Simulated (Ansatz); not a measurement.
Input file for Ansatz (a quantum-chemistry and plane-wave program):

Ansatz 0.2 input:
```yaml
crystal:
  lattice:
    - [3.9841949935, 0.0, 0.0]
    - [0.0, 3.9841949935, 0.0]
    - [0.0, 0.0, 5.1198188458]
  atoms:
    - { symbol: Pb, position: [0.5, 0.0, 0.2314205593] }
    - { symbol: Pb, position: [0.0, 0.5, 0.7685794407] }
    - { symbol: O, position: [0.5, 0.5, 0.0] }
    - { symbol: O, position: [0.0, 0.0, 0.0] }
kpoints:
  mp_grid: { grid: [7, 7, 6] }
hamiltonian:
  xc: r2scan
  dispersion: d4
  pseudopotentials: { kind: paw }
scf:
  occupations: { method: fixed }
phonons:
  method: dfpt
  response_accuracy: low
  eigenvectors: true
  rigid_motions: translations
  dielectric: true
  raman: true
```

Output (shortened):

```
Pseudopotential: Pb, paw, valence charge 14
Pseudopotential: O, paw, valence charge 6
Functional definition: r2SCAN
Crystal: 4 atoms, lattice volume = 81.271 Å³
Basis set: ecut = 500 eV, 2075 PW (Γ), exchange–correlation on 150×150×200 points (125 copies of the dense FFT grid, shifted against one another)
Bands: 24, of which v1, the nominal top of the filled ones, is band 20 counted from 1 (19 counted from 0)
Symmetry: 16 space group operations
k-points: 88 of 294 (irreducible under 2 space group operations, time reversal used)
SCF iter   1: F=—  HF=-24978.980027 eV  |F-HF|=—  |Δ(HF+E_count)|=         —  Δρ=9.24e-3  dr2=6.18e-2  dr2_τ=1.02e-1  ethr=1.77e-3  ⟨swp⟩=5.0  Hψ=8080  notcnv=0  defer=170
preconditioner: auto → Resta (q_TF=auto, 2.424 Å⁻¹)
SCF iter   2: F=—  HF=-24979.038650 eV  |F-HF|=—  |Δ(HF+E_count)|=   5.86e-2  Δρ=4.90e-3  dr2=1.01e-2  dr2_τ=1.49e-3  ethr=1.55e-4  ⟨swp⟩=2.2  Hψ=4776  notcnv=0  defer=172
SCF iter   3: F=—  HF=-24979.038389 eV  |F-HF|=—  |Δ(HF+E_count)|=   2.61e-4  Δρ=1.54e-3  dr2=1.74e-3  dr2_τ=1.99e-4  ethr=2.52e-5  ⟨swp⟩=3.0  Hψ=3883  notcnv=0  defer=173
SCF iter   4: F=—  HF=-24979.038398 eV  |F-HF|=—  |Δ(HF+E_count)|=   9.83e-6  Δρ=5.37e-4  dr2=1.28e-4  dr2_τ=2.02e-5  ethr=4.36e-6  ⟨swp⟩=2.5  Hψ=3469  notcnv=0  defer=173
SCF iter   5: F=—  HF=-24979.038425 eV  |F-HF|=—  |Δ(HF+E_count)|=   2.70e-5  Δρ=1.34e-4  dr2=1.57e-5  dr2_τ=1.02e-6  ethr=3.19e-7  ⟨swp⟩=2.0  Hψ=2890  notcnv=0  defer=172
SCF iter   6: F=—  HF=-24979.038426 eV  |F-HF|=—  |Δ(HF+E_count)|=   2.73e-7  Δρ=2.24e-5  dr2=3.72e-7  dr2_τ=3.11e-8  ethr=3.92e-8  ⟨swp⟩=2.2  Hψ=3298  notcnv=0  defer=136
SCF iter   7: F=—  HF=-24979.038427 eV  |F-HF|=—  |Δ(HF+E_count)|=   1.26e-6  Δρ=9.29e-6  dr2=7.99e-8  dr2_τ=4.25e-9  ethr=9.30e-10  ⟨swp⟩=2.0  Hψ=3758  notcnv=0  defer=109
SCF iter   8: F=—  HF=-24979.038427 eV  |F-HF|=—  |Δ(HF+E_count)|=   7.60e-9  Δρ=2.91e-6  dr2=7.48e-9  dr2_τ=1.85e-10  ethr=2.00e-10  ⟨swp⟩=2.1  Hψ=2715  notcnv=0  defer=109
SCF iter  10: F=-24979.038427 eV  HF=-24979.038427 eV  |F-HF|=3.64e-12  |Δ(HF+E_count)|=  2.18e-11  Δρ=8.91e-8  dr2=5.47e-12  dr2_τ=2.39e-13  ethr=1.00e-12  ⟨swp⟩=9.8  Hψ=13689  notcnv=0
SCF 1 converged in 10 iterations: F = -24979.038427 eV  dr2 = 5.47e-12
NSCF: frozen V_eff on 6 k-points
DFPT response loops at Γ: preconditioner auto → Resta (q_TF=auto, 2.424 Å⁻¹)  ε∞=5.6 (no band partly filled) …
── the response to a field inside a basis, on 10×10×8 k-points: an SCF that follows is theirs, and a resumed run solves both again ──
Crystal: 4 atoms, lattice volume = 81.271 Å³
Bands: 21, of which v1, the nominal top of the filled ones, is band 20 counted from 1 (19 counted from 0)
k-points: 60
SCF iter   1: F=—  HF=-24979.020173 eV  |F-HF|=—  |Δ(HF+E_count)|=         —  Δρ=1.03e-4  dr2=2.15e-6  dr2_τ=3.58e-6  ethr=1.00e-1
preconditioner: auto → Resta (q_TF=auto, 2.424 Å⁻¹)
SCF iter   2: F=—  HF=-24979.020179 eV  |F-HF|=—  |Δ(HF+E_count)|=   5.84e-6  Δρ=5.50e-5  dr2=7.04e-7  dr2_τ=2.03e-7  ethr=5.38e-9
SCF iter   3: F=—  HF=-24979.020181 eV  |F-HF|=—  |Δ(HF+E_count)|=   1.62e-6  Δρ=2.32e-5  dr2=2.02e-7  dr2_τ=5.39e-8  ethr=1.76e-9
SCF iter   4: F=—  HF=-24979.020181 eV  |F-HF|=—  |Δ(HF+E_count)|=   1.33e-7  Δρ=3.85e-6  dr2=7.24e-9  dr2_τ=6.32e-10  ethr=5.05e-10
SCF iter   5: F=—  HF=-24979.020181 eV  |F-HF|=—  |Δ(HF+E_count)|=  7.28e-10  Δρ=6.95e-7  dr2=4.52e-10  dr2_τ=2.58e-11  ethr=1.81e-11
SCF iter   6: F=-24979.020181 eV  HF=-24979.020181 eV  |F-HF|=2.55e-11  |Δ(HF+E_count)|=   4.82e-9  Δρ=1.51e-7  dr2=2.60e-11  dr2_τ=9.35e-13  ethr=1.13e-12
SCF 1 converged in 6 iterations: F = -24979.020181 eV  dr2 = 2.60e-11
DFPT response loops at Γ: preconditioner auto → Resta (q_TF=auto, 2.424 Å⁻¹)  ε∞=5.7 (no band partly filled) …
DFPT response loops at Γ: mixed as the last ones told, above
SCF converged after 10 iterations
Free energy (F): -24979.038427 eV
Harris-Foulkes:  -24979.038427 eV  (|F-HF|=3.64e-12)
Internal energy: -24979.038427 eV  (E = F + TS)
E sigma→0 (E₀):  -24979.038427 eV
Fermi energy:    8.025530 eV
--- Per-component energies (eV) ---
  E_band       = -141.197473
  E_kinetic    = 929.167299
  E_local      = -3213.886530  (includes V_loc(G=0)·N_el)
  E_nonlocal   = 799.214985
  E_hartree    = 1286.958590
  E_xc         = -562.263747
  E_vxc        = -499.903585  (∫ρ·V_xc dr)
  E_paw        = -21189.997325  (= ΣΔE_a)
  E_vpaw       = -764.250937  (= ΣTr[D̂ρ^β])
  E_aug_tail   = 0.001964  (compensation charges beyond the density's cutoff)
  E_vtau       = 34.542202  (kinetic-family band-sum trace: ∫τ·v_τ [+ j·A + Jᵃ·Aᵃ] dr)
  E_ewald      = -3029.722768
  E_disp       = -0.378018  (pairwise vdW)
  E_core_change = 1.867123  (= ΣΔE_core)
  E_smearing   =  0.000000  (= −TS)
  E_closure    = 0.000000  (closes the sum)
  Σ components = -24979.038427   (vs F -24979.038427, Δ=0.00e0)
  [band-id]    e_kinetic+e_local+e_nonlocal+2·e_hartree+e_vxc+e_vpaw+e_augmentation_tail+e_vtau = -141.197423   (vs E_band -141.197473, Δ=5.00e-5)
--- Band table (eV; the first three rows and the last of 88) ---
  k-point 0: bands = ["-11.4100", "-10.8016", "-8.5492", "-8.5492", "-8.4858", "-8.4837", "-8.4018", "-8.3308", "-8.3308", "-8.3271", "-8.3105", "-7.1057", "0.6820", "1.3079", "3.6271", "3.6271", "6.1990", "6.2380", "6.2380", "8.0255", "10.7298", "13.6715", "14.1631", "14.1631"]
  k-point 1: bands = ["-11.4057", "-10.7990", "-8.5393", "-8.5393", "-8.4903", "-8.4771", "-8.3972", "-8.3425", "-8.3425", "-8.3300", "-8.3152", "-7.1022", "0.0794", "2.0872", "3.6586", "3.6586", "6.1911", "6.2328", "6.2328", "7.8478", "10.5385", "13.4635", "13.4635", "13.5602"]
  k-point 2: bands = ["-11.3972", "-10.7939", "-8.5147", "-8.5147", "-8.5033", "-8.4581", "-8.3858", "-8.3707", "-8.3707", "-8.3375", "-8.3267", "-7.0953", "-0.4680", "3.0716", "3.7234", "3.7234", "6.1755", "6.2213", "6.2213", "7.3474", "10.3609", "12.7806", …
  k-point 87: bands = ["-11.0078", "-10.9797", "-8.4575", "-8.4549", "-8.3905", "-8.3737", "-8.3372", "-8.3299", "-8.3195", "-8.3185", "-7.7079", "-7.6215", "-0.2568", "-0.1501", "4.1787", "4.4190", "6.0227", "6.3052", "6.6233", "6.8506", "10.2423", …
--- Phonons (Γ-DFPT): 4 representative perturbations + reference, on 88 of 294 k-points (Σ response iterations 28) ---
  ASR residual: 7.016e-4 → 0.000e0 eV/Å²; symmetrization residual: 1.417e-4 eV/Å²
  pairwise dispersion correction: d4 (s6 = 1.0, s8 = 0.6018749, s9 = 1.0, a1 = 0.51559235, a2_bohr = 5.77342911), with the weights of each atom's references …
  ASR residual per site (eV/Å²): 2.54e-4 2.54e-4 7.02e-4 7.02e-4
  Γ frequencies (cm⁻¹): 0.00 0.00 0.00 84.47 84.47 151.24 249.80 249.80 347.96 405.28 417.35 417.35
  ε∞ (high-frequency dielectric tensor):
        6.020560     0.000000     0.000000
        0.000000     6.020560     0.000000
        0.000000     0.000000     5.539642
  ε⁰ (static dielectric tensor: ions relaxed, cell fixed):
       19.158699     0.000000     0.000000
        0.000000    19.158699     0.000000
        0.000000     0.000000     8.086342
  ε⁰ − ε∞ (ionic part):
       13.138139     0.000000     0.000000
        0.000000    13.138139     0.000000
        0.000000     0.000000     2.546700
  softest optical mode at Γ: 84.47 cm⁻¹; the repairs (sum rule, projections) moved no ω² at Γ by more than (6.39 cm⁻¹)²
  Born effective charges Z* (e; rows j = field, columns β = displacement):
    site 0:
         3.17105    0.00000    0.00000
         0.00000    3.17105    0.00000
         0.00000    0.00000    2.26504
    site 1:
         3.17105    0.00000    0.00000
         0.00000    3.17105    0.00000
         0.00000    0.00000    2.26504
    site 2:
        -3.17105    0.00000    0.00000
         0.00000   -3.17105    0.00000
         0.00000    0.00000   -2.26504
    site 3:
        -3.17105    0.00000    0.00000
         0.00000   -3.17105    0.00000
         0.00000    0.00000   -2.26504
  Z* charge neutrality: 5.094e-3 e pre-enforcement
  solved inside a basis spanned on kpoints, on 10×10×8 k-points transformed towards the longest dipole …
  Raman tensors (in the event stream and the table raman_tensors.tsv) …
  optical modes at Γ without the LO–TO term, one row a degenerate level:
      ω (cm⁻¹)  modes    IR ((D/Å)²/amu)  static Raman (Å⁴/amu)  depolarisation
         84.47      2             0.0000                 7.0091           0.750
        151.24      1             0.0000               136.5673           0.000
        249.80      2            62.4795                 0.0000               —
        347.96      1             0.0000               110.4236           0.750
        405.28      1            15.9387                 0.0000               —
        417.35      2             0.0000                20.9478           0.750
  optical modes at Γ + LO–TO along q̂ = [1.0000, 0.0000, 0.0000]:
      ω (cm⁻¹)  modes    IR ((D/Å)²/amu)  static Raman (Å⁴/amu)  depolarisation
         84.47      2             0.0000                 7.0091           0.750
        151.24      1             0.0000               136.5673           0.000
        249.80      1            31.2398                 0.0000               —
        347.96      1             0.0000               110.4236           0.750
        405.28      1            15.9387                 0.0000               —
        417.35      2             0.0000                20.9478           0.750
        445.62      1            31.2398                 0.0000               —
  optical modes at Γ + LO–TO along q̂ = [0.0000, 1.0000, 0.0000]:
      ω (cm⁻¹)  modes    IR ((D/Å)²/amu)  static Raman (Å⁴/amu)  depolarisation
         84.47      2             0.0000                 7.0091           0.750
        151.24      1             0.0000               136.5673           0.000
        249.80      1            31.2398                 0.0000               —
        347.96      1             0.0000               110.4236           0.750
        405.28      1            15.9387                 0.0000               —
        417.35      2             0.0000                20.9478           0.750
        445.62      1            31.2398                 0.0000               —
  optical modes at Γ + LO–TO along q̂ = [0.0000, 0.0000, 1.0000]:
      ω (cm⁻¹)  modes    IR ((D/Å)²/amu)  static Raman (Å⁴/amu)  depolarisation
         84.47      2             0.0000                 7.0091           0.750
        151.24      1             0.0000               136.5673           0.000
        249.80      2            62.4795                 0.0000               —
        347.96      1             0.0000               110.4236           0.750
        417.35      2             0.0000                20.9478           0.750
        489.65      1            15.9387                 0.0000               —
```

Cost: very roughly 30 core-minutes on shared cores.

Space group P4/nmm. The cell was relaxed with r²SCAN+D4 under the symmetry of its start; of distortions, only those at the zone centre were tested. Spin–orbit coupling is left out wherever it is not named.

Potentials: the later of the program's two PAW sets.

Ansatz is a plane-wave DFT program.
